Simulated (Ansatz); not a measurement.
ZrSnTe: computed property card

ZrSnTe:
```
ZrSnTe
1.0
    4.09286     0.00000     0.00000
    0.00000     4.09286     0.00000
    0.00000     0.00000     8.79336
Zr Sn Te
2 2 2
Direct
  0.50000   0.00000   0.26353
  0.00000   0.50000   0.73647
  0.00000   0.00000   0.00000
  0.50000   0.50000   0.00000
  0.50000   0.00000   0.61978
  0.00000   0.50000   0.38022
```

Space group P4/nmm (No. 129); conventional cell a = b = 4.093 Å, c = 8.793 Å, α = β = γ = 90.00°.

Method: DFT-r²SCAN in the program Ansatz with PAW potentials. Structure relaxed to zero pressure with the same functional. Other levels are named where they apply.

**Cell and energy**

- Volume per atom = 24.55 Å³
- Density = 7.61 g/cm³
- Formation energy from the elements (no fitted shifts) = -0.78 eV/atom

**Electronic structure**

- Electronic character = metallic (no gap)
- Density of states at the Fermi level = 0.07 states/eV per atom (mean over ±0.08 eV)
- Gap with spin–orbit coupling = none (metallic)

**Mechanics**

- Bulk modulus (Birch–Murnaghan fit) = 87.6 GPa
- Pressure derivative B′ = 4.6

**Phonons**

Highest zone-centre frequency: 211 cm^-1
Zone-centre stability: no imaginary mode at Γ

**Charges**

* **Bader charges**: Zr +1.52, Sn -0.53, Te -0.99 e

The first step of the workflow began from a Materials Project structure, measured or hypothetical; the Crystallography Open Database copy checked does not list it. Its standing as an ambient phase is unchecked. Symmetry was held in the r²SCAN relaxation. No spin polarisation was allowed. As this level gives no gap, phonon frequencies hold no LO–TO term and depend on the k-mesh and smearing (Fermi–Dirac, 0.1 eV here). The references are the lowest solids computed at this level, not always the standard phases. Scalar-relativistic: spin–orbit coupling is off unless named, which matters more the heavier the elements.

Potentials: the later of the program's two PAW sets.
